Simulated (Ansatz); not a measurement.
Relaxation of a generated trial cell of NbAs in the AFLOW prototype AB_tI8_141_a_b ("40", as in NbP); 4 atoms in the cell, which starts as I4₁/amd, origin choice 1 (No. 141), tI8; a = 3.5266 Å, b = 3.5266 Å, c = 12.0701 Å, α = 90.00°, β = 90.00°, γ = 90.00°. These are PBEsol (plane waves to 420 eV, PAW, scalar-relativistic; Ansatz, a first-principles code) values and carry that method's errors. Γ-centred k-mesh 9×9×9 on the run's cell (coarser than for final values), Fermi–Dirac smearing 0.05 eV. This is the first round of the run. 

The optimiser's lines from the output (shortened; P is positive under compression):

```
relax step   1: F+E_penalty+E_count = -18617.09765016 eV  Δ(F+E_penalty+E_count) = +0.000e0 eV  max|allowed force component| = 2.060e-18 eV/Å  Δτ_max = 0.0000 Å  P = +0.144 GPa  Ω = 75.059 Å³  (7 SCF iters, dr2 threshold 1.00e-7 eV, accepted)
relax step   2: F+E_penalty+E_count = -18617.53689657 eV  Δ(F+E_penalty+E_count) = -4.392e-1 eV  max|allowed force component| = 1.800e-17 eV/Å  Δτ_max = 0.0000 Å  P = -2.740 GPa  Ω = 73.292 Å³  (6 SCF iters, dr2 threshold 4.00e-7 eV, accepted)
relax step   3: F+E_penalty+E_count = -18617.80519328 eV  Δ(F+E_penalty+E_count) = -2.683e-1 eV  max|allowed force component| = 7.915e-18 eV/Å  Δτ_max = 0.0000 Å  P = -0.898 GPa  Ω = 70.190 Å³  (6 SCF iters, dr2 threshold 4.00e-7 eV, accepted)
relax step   4: F+E_penalty+E_count = -18617.89463072 eV  Δ(F+E_penalty+E_count) = -8.944e-2 eV  max|allowed force component| = 1.247e-17 eV/Å  Δτ_max = 0.0000 Å  P = +1.956 GPa  Ω = 67.433 Å³  (6 SCF iters, dr2 threshold 4.00e-7 eV, accepted)
relax step   5: F+E_penalty+E_count = -18617.89857339 eV  Δ(F+E_penalty+E_count) = -3.943e-3 eV  max|allowed force component| = 5.204e-18 eV/Å  Δτ_max = 0.0000 Å  P = -0.680 GPa  Ω = 68.462 Å³  (6 SCF iters, dr2 threshold 4.00e-7 eV, accepted)
relax step   6: F+E_penalty+E_count = -18617.89927625 eV  Δ(F+E_penalty+E_count) = -7.029e-4 eV  max|allowed force component| = 1.995e-17 eV/Å  Δτ_max = 0.0000 Å  P = +0.004 GPa  Ω = 68.202 Å³  (6 SCF iters, dr2 threshold 4.00e-7 eV, accepted)
relax step   7: F+E_penalty+E_count = -18617.89927632 eV  Δ(F+E_penalty+E_count) = -7.072e-8 eV  max|allowed force component| = 1.334e-17 eV/Å  Δτ_max = 0.0000 Å  P = +0.000 GPa  Ω = 68.207 Å³  (6 SCF iters, dr2 threshold 1.21e-9 eV, accepted)
relax step   8: F+E_penalty+E_count = -18617.89877863 eV  Δ(F+E_penalty+E_count) = +4.977e-4 eV  max|allowed force component| = 5.367e-18 eV/Å  Δτ_max = 0.0000 Å  P = -0.002 GPa  Ω = 68.207 Å³  stress off target by 1.08e-2 GPa  SCF on the basis re-selected at this cell (its energy is not comparable with the rows above)  (6 SCF iters)
```

From the first to the last row the energy changes by -0.20 eV/atom and the volume by -9.1 %. The last row is marked as not comparable with the walk above it, whose basis was carried along; it does compare with step 1, since both stand on a basis selected at the nominal cutoff for their own cell.

Later rounds, restarted from the end of this one on a renewed k-mesh, logged 4 more steps and released under 0.01 eV/atom more. The final structure after all rounds: I4₁/amd, origin choice 1 (No. 141), tI8, AFLOW prototype AB_tI8_141_a_b ("40", as in NbP); a = 3.6327 Å, b = 3.6327 Å, c = 10.3382 Å, α = 90.00°, β = 90.00°, γ = 90.00°. Between re-selections the logged energies stand on a plane-wave basis carried along with the cell. No spin polarisation in the result.

The run could not lose the symmetry of its start: the end is stationary, and may be a saddle point rather than a minimum.

All atoms sit on sites fixed by symmetry, so only the cell could relax.

The relaxed structure here is a generated cell of NbAs: the first start was made by placing the elements on the sites of a structure type, and the end was not matched to a known phase here, so it may be hypothetical.
